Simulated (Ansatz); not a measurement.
Phonons of a relaxed structure of SiO$_{2}$ by density-functional perturbation theory (low response-accuracy setting, no LO–TO term) at Γ and zone-boundary points with q components 0 or ½ of the primitive reciprocal vectors. These are PBE (plane waves to 420 eV, PAW, scalar-relativistic; Ansatz, an electronic-structure program) values and carry that method's errors. Γ-centred k-mesh 6×6×10, Fermi–Dirac smearing 0.05 eV.

```
SiO2
1.0
    4.23591     0.00000     0.00000
    0.00000     4.23591     0.00000
    0.00000     0.00000     2.68991
Si O
2 4
Direct
  0.50000   0.50000   0.50000
  0.00000   0.00000   0.00000
  0.80699   0.80699   0.50000
  0.30699   0.69301   0.00000
  0.69301   0.30699   0.00000
  0.19301   0.19301   0.50000
```

Space group P4₂/mnm (No. 136), rutile type.

```
q                                                               wavenumbers (cm⁻¹; i marks imaginary)
-----------  ----------------------------------------------------------------------------------------
Γ                   0 (×3), 222, 369, 426 (×2), 532 (×2), 558 (×2), 572, 629, 719, 723, 797 (×2), 905
X (½, 0, 0)  260 (×2), 266 (×2), 364 (×2), 479 (×2), 553 (×2), 567 (×2), 677 (×2), 777 (×2), 951 (×2)
M (½, ½, 0)  232 (×2), 291 (×2), 425 (×2), 431 (×2), 513 (×2), 568 (×2), 672 (×2), 848 (×2), 870 (×2)
Z (0, 0, ½)  360 (×2), 385 (×2), 434 (×2), 443 (×2), 595 (×2), 621 (×2), 703 (×2), 798 (×2), 852 (×2)
```

No instability shows at these points (nothing beyond 15i cm⁻¹, the threshold used here). Other wavevectors were not sampled, so this does not prove stability.

No spin polarisation in the result.
